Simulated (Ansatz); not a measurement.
A geometry of Zr away from equilibrium: step 2 of the relaxation of a relaxed Zr cell, doubled along one cell vector, shaken by Gaussian noise of σ = 0.08 Å a coordinate. Level of theory: r2SCAN (plane waves to 500 eV, PAW, scalar-relativistic; Ansatz, a quantum-chemistry and plane-wave program). Γ-centred k-mesh 6×3×10 on the run's cell (coarser than for final values), Fermi–Dirac smearing 0.05 eV.

```
CELL_PARAMETERS angstrom
      5.30793     0.00384    -0.00705
      0.00768    10.73514    -0.02197
     -0.00430    -0.00670     3.27297
ATOMIC_POSITIONS crystal
  Zr 0.22209 0.09586 0.00331
  Zr 0.21094 0.60054 0.02113
  Zr 0.71773 0.14331 0.49334
  Zr 0.71201 0.64808 0.51246
  Zr 0.28493 0.34843 0.50332
  Zr 0.28945 0.84615 0.51221
  Zr 0.79756 0.39576 0.02802
  Zr 0.78874 0.89640 0.05277
```

Question: Which atoms carry the largest force, and which way does it point?

Answer: 0.48 eV/Å, on Zr3 (atoms numbered as listed); on Zr3 its components are (0.12, 0.33, 0.33).

Question: What is the pressure?

Answer: +0.5 GPa, compression positive.

Question: How much energy per atom can still be gained by relaxing?

Answer: 0.05 eV/atom; the path ends in P6₃/mmc (No. 194) (hcp (Mg type)).

No spin polarisation in the result.

Of the parent cell (P4₂/mnm (No. 136)): it is a generated cell of Zr: the first start was made by placing the elements on the sites of a structure type, and the end was not matched to a known phase here, so it may be hypothetical. Known forms of Zr include space group No. 194.
